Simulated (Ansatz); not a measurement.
YTaN$_{3}$:
```
CELL_PARAMETERS angstrom
      4.03032     0.00000     0.00000
      0.00000     4.03032     0.00000
      0.00000     0.00000     4.03032
ATOMIC_POSITIONS crystal
  Y  0.00000 0.00000 0.00000
  Ta 0.50000 0.50000 0.50000
  N  0.50000 0.50000 0.00000
  N  0.50000 0.00000 0.50000
  N  0.00000 0.50000 0.50000
```

Relaxed with r²SCAN. Special points in fractions of this cell's reciprocal vectors: Γ (0.000, 0.000, 0.000); X (0.000, 0.500, 0.000); M (0.500, 0.500, 0.000); R (0.500, 0.500, 0.500).

Question: List the band energies nearest the Fermi level at these points for plane-wave PAW r²SCAN (Ansatz code).

Answer: In eV from the Fermi level; about four levels below and three above (degenerate sets whole), none deeper than 8.9 eV; points with the same levels are listed once.

| k | below | above |
|---|---|---|
| Γ | -2.76 -2.76 -2.76 -0.85 -0.85 -0.85 | 0.46 0.46 0.46 |
| X | -2.83 -2.83 -2.72 -2.40 | 0.08 0.08 2.01 |
| M | -3.59 -3.59 -1.74 -1.74 -0.77 | 0.51 3.84 4.47 |
| R | -5.05 -5.05 -5.05 -4.97 -4.97 | 0.81 0.81 0.81 |

Space group Pm-3m (cubic perovskite). The start of the workflow was typed in or built on a structure type; neither database checked (COD, Materials Project) lists it. Whether it is the stable phase at ambient conditions was not checked. The cell was relaxed with r²SCAN under the symmetry of its start; whether a distortion lowers the energy is not shown. The run is not spin-polarised. With an odd number of electrons in the cell and no spin polarisation, the count alone makes it a metal. Spin–orbit coupling is left out wherever it is not named.

Potentials: the later of the program's two PAW sets.
